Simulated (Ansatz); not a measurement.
Li in Ansatz, relaxation

input.yaml:

```yaml
crystal:
  lattice:
    - [-1.554654, 1.554654, 1.280025]
    - [1.554654, -1.554654, 1.280025]
    - [1.554654, 1.554654, -1.280025]
  atoms:
    - { symbol: Li, position: [0.0, 0.0, 0.0] }
  symmetry: { tolerance: 0.0003 }
kpoints:
  mp_grid: { grid: [9, 9, 9], shift: [0, 0, 0] }
magnetization:
  spin_polarized: false
scf:
  occupations: { method: fermi_dirac, width: 0.0104 }
hamiltonian:
  pseudopotentials: { kind: paw }
  xc: r2scan
basis:
  ecutwfc: 500
  xc_grid: 1
output:
  forces: true
  stress: true
  eigenvalues: true
relax:
  max_steps: 40
  cell: {}
```

Launch command:

```bash
ansatz run input.yaml --threads 1 --pin off --max-ram 2560MiB --backend cpu --events-out ev --progress --plain --runs-dir out
```

Origin of the cell: a known structure type with other elements, at an estimated volume, so it need not be a known compound.

Output (shortened):

```
SCF iter   1: F=—  HF=-204.838634 eV  Δρ=2.97e-3  dr2=3.00e-4  dr2_τ=1.97e-3
SCF iter   2: F=—  HF=-204.840617 eV  Δρ=1.57e-3  dr2=9.03e-5  dr2_τ=3.81e-6  defer=35
SCF iter   3: F=—  HF=-204.840631 eV  Δρ=1.43e-4  dr2=7.51e-7  dr2_τ=3.16e-7  defer=35
SCF iter   4: F=-204.840632 eV  HF=-204.840632 eV  Δρ=3.62e-5  dr2=5.58e-8  dr2_τ=3.75e-9  defer=35
SCF iter   5: F=-204.840632 eV  HF=-204.840632 eV  Δρ=8.43e-6  dr2=3.00e-9  dr2_τ=8.35e-11  defer=35
SCF iter   6: F=-204.840632 eV  HF=-204.840632 eV  Δρ=9.48e-7  dr2=4.39e-11  dr2_τ=9.95e-13
relax step   1: F+E_penalty+E_count = -204.840632 eV  Δ(F+E_penalty+E_count) = +0.000e0 eV  max|allowed force component| = 0.000e0 eV/Å  Δτ_max = 0.0000 Å  P = +16.439 GPa  Ω = 12.375 Å³  (6 […]
relax step   2: F+E_penalty+E_count = -204.977980 eV  Δ(F+E_penalty+E_count) = -1.373e-1 eV  max|allowed force component| = 0.000e0 eV/Å  Δτ_max = 0.0000 Å  P = +10.016 GPa  Ω = 14.058 Å³  en […]
relax step   3: F+E_penalty+E_count = -205.063897 eV  Δ(F+E_penalty+E_count) = -8.592e-2 eV  max|allowed force component| = 0.000e0 eV/Å  Δτ_max = 0.0000 Å  P = +5.760 GPa  Ω = 15.816 Å³  ene […]
relax step   4: F+E_penalty+E_count = -205.113153 eV  Δ(F+E_penalty+E_count) = -4.926e-2 eV  max|allowed force component| = 0.000e0 eV/Å  Δτ_max = 0.0000 Å  P = +2.849 GPa  Ω = 17.668 Å³  ene […]
relax step   5: F+E_penalty+E_count = -205.135300 eV  Δ(F+E_penalty+E_count) = -2.215e-2 eV  max|allowed force component| = 0.000e0 eV/Å  Δτ_max = 0.0000 Å  P = +0.816 GPa  Ω = 19.658 Å³  ene […]
relax step   6: F+E_penalty+E_count = -205.138069 eV  Δ(F+E_penalty+E_count) = -2.768e-3 eV  max|allowed force component| = 0.000e0 eV/Å  Δτ_max = 0.0000 Å  P = +0.059 GPa  Ω = 20.687 Å³  ene […]
relax step   7: F+E_penalty+E_count = -205.138083 eV  Δ(F+E_penalty+E_count) = -1.410e-5 eV  max|allowed force component| = 0.000e0 eV/Å  Δτ_max = 0.0000 Å  P = +0.002 GPa  Ω = 20.775 Å³  ene […]
relax step   8: F+E_penalty+E_count = -205.139074 eV  Δ(F+E_penalty+E_count) = -9.913e-4 eV  max|allowed force component| = 0.000e0 eV/Å  Δτ_max = 0.0000 Å  P = +0.037 GPa  Ω = 20.775 Å³  stress off target by 3.95e-2 GPa […]
SCF 8 converged in 8 iterations: F = -205.139074 eV  dr2 = 2.12e-12
basis re-selected at this cell: Δ(F+E_penalty+E_count) = -9.913e-4 eV, ΔP = +0.035 GPa vs the last step (what re-selecting the basis moved, of the pressure what is left beyond the Pulay corre […]
SCF converged after 8 iterations
Free energy (F): -205.139074 eV
Harris-Foulkes:  -205.139074 eV  (|F-HF|=1.50e-10)
Internal energy: -205.138949 eV  (E = F + TS)
E sigma→0 (E₀):  -205.139011 eV
Entropy (-TS):   -0.000125 eV (-0.125 meV/atom)
Fermi energy:    1.115652 eV
--- Per-component energies (eV) ---
  E_band       = -94.814369
  E_kinetic    = 21.149342
  E_local      = -133.071669  (includes V_loc(G=0)·N_el)
  E_nonlocal   = -33.324335
  E_hartree    = 39.563118
  E_xc         = -9.606731
  E_vxc        = -13.684634  (∫ρ·V_xc dr)
  E_paw        = -21.818067  (= ΣΔE_a)
  E_vpaw       = -15.835699  (= ΣTr[D̂ρ^β])
  E_aug_tail   = -0.000100  (compensation charges beyond the density's cutoff)
  E_vtau       = 0.826497  (kinetic-family band-sum trace: ∫τ·v_τ [+ j·A + Jᵃ·Aᵃ] dr)
  E_ewald      = -68.030507
  E_smearing   = -0.000125  (= −TS)
  Σ components = -205.139074   (vs F -205.139074, Δ=0.00e0)
--- Forces (eV/Å), atoms counted from 1 ---
  atom   1  Li     0.000000     0.000000     0.000000
  max |Σ_I F_I| component: 0.00e0 eV/Å
--- Stress (GPa, compression-positive) ---
        0.035348       0.000000      -0.000000
        0.000000       0.035348      -0.000000
       -0.000000       0.000000       0.039523
  P = ⅓ Tr σ = 0.0367 GPa (0.367 kbar)
--- Relaxed structure (7 steps of the walk, 7 accepted, 1 SCFs on fresh bases) ---
  F+E_penalty+E_count = -205.139074 eV   max|allowed force component| = 0.000e0 eV/Å   (the final SCF, on the basis selected at the relaxed cell)
  cell:  # Å, volume = 20.7753 Å³
    - [-1.820761, 1.820761, 1.566686]
    - [1.820761, -1.820761, 1.566686]
    - [1.820761, 1.820761, -1.566686]
  atoms:
    - { symbol: Li, position: [0.0, 0.0, 0.0] }
```

Caveats: no moments, though an odd count or open d shells may carry them; the k mesh is coarse if the cell is a metal; the relaxation held the start's symmetry, so the end may be a saddle point.

Time: 5.9 s of wall time on 1 CPU thread(s) of a shared host, from the program's own first density.
